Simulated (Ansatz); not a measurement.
PtS (NiAs type, P6_3/mmc) under volume change, DFT-r²SCAN in the program Ansatz with PAW potentials, shape and atoms relaxed at each volume.

```csv
V (Å³/atom),E − E(relaxed) (meV/atom),P (GPa)
15.059,77.4,18.26
15.556,32.4,11.06
16.052,7.7,5.08
16.549,0.0,0.00
17.045,(withheld),(withheld)
17.542,(withheld),(withheld)
18.038,55.3,-10.84
```

Task: What belongs in the gaps?

Result: 
- 17.045, E − E(relaxed) (meV/atom): 6.9
- 17.045, P (GPa): -4.32
- 17.542, E − E(relaxed) (meV/atom): 26.0
- 17.542, P (GPa): -7.92

Task: What does a third-order Birch–Murnaghan fit give for V₀, B₀ and B′?

Result: V₀ = 16.55 Å³/atom, B₀ = 155 GPa, B′ = 4.8.

The start of the workflow was typed in or built on a structure type; neither database checked (COD, Materials Project) lists it. COD files the formula under space group No. 131. Its standing as an ambient phase is unchecked. The cell was relaxed with r²SCAN under the symmetry of its start; whether a distortion lowers the energy is not shown. The run is not spin-polarised. Spin–orbit coupling is left out wherever it is not named.

Potentials: the earlier of the program's two PAW sets.
